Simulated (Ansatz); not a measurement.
TlF3:
```cif
data_F12Tl4
_chemical_formula_sum 'Tl4 F12'
_space_group_name_H-M_alt 'Pnma'
_space_group_IT_number 62
_space_group_name_Hall '-P 2ac 2n'
_cell_length_a 5.90633
_cell_length_b 7.02298
_cell_length_c 4.83082
_cell_angle_alpha 90.000
_cell_angle_beta 90.000
_cell_angle_gamma 90.000
loop_
_atom_site_label
_atom_site_type_symbol
_atom_site_symmetry_multiplicity
_atom_site_Wyckoff_symbol
_atom_site_fract_x
_atom_site_fract_y
_atom_site_fract_z
_atom_site_occupancy
Tl1 Tl 4 c 0.37043 0.25000 0.03998 1
F1 F 8 d 0.16270 0.06749 0.34036 1
F2 F 4 c 0.03611 0.25000 0.86797 1
```

Relaxed with r²SCAN.

Task: Tabulate the valence density and the electron localisation function along the shortest Tl–F contact (2.14 Å), r²SCAN in the plane-wave PAW code Ansatz.

Result: 

```
distance from Tl (Å)  density (e/Å³)   ELF
--------------------  --------------  ----
0.21                            8.07  0.00
0.32                            6.58  0.01
0.43                            5.10  0.04
0.54                            3.76  0.11
0.64                            2.62  0.21
0.75                            1.73  0.27
0.86                            1.11  0.27
0.96                            0.75  0.20
1.07                            0.57  0.14
1.18                            0.55  0.17
1.29                            0.69  0.35
1.39                            1.02  0.62
1.50                            1.67  0.75
1.61                            2.95  0.78
1.71                            5.02  0.74
1.82                            7.72  0.67
1.93                           10.60  0.55
```

The density is the valence pseudo-density with augmentation charge, so density and ELF within about 1 Å of a nucleus are not all-electron values.

The first step of the workflow began from a Materials Project structure, measured or hypothetical; the Crystallography Open Database files this formula in space group No. 62, but the cells were not matched. Whether it is the stable phase at ambient conditions was not checked. The r²SCAN relaxation kept the symmetry of its start; whether a distortion lowers the energy is not shown. Spin–orbit coupling is left out wherever it is not named.

Potentials: the later of the program's two PAW sets.
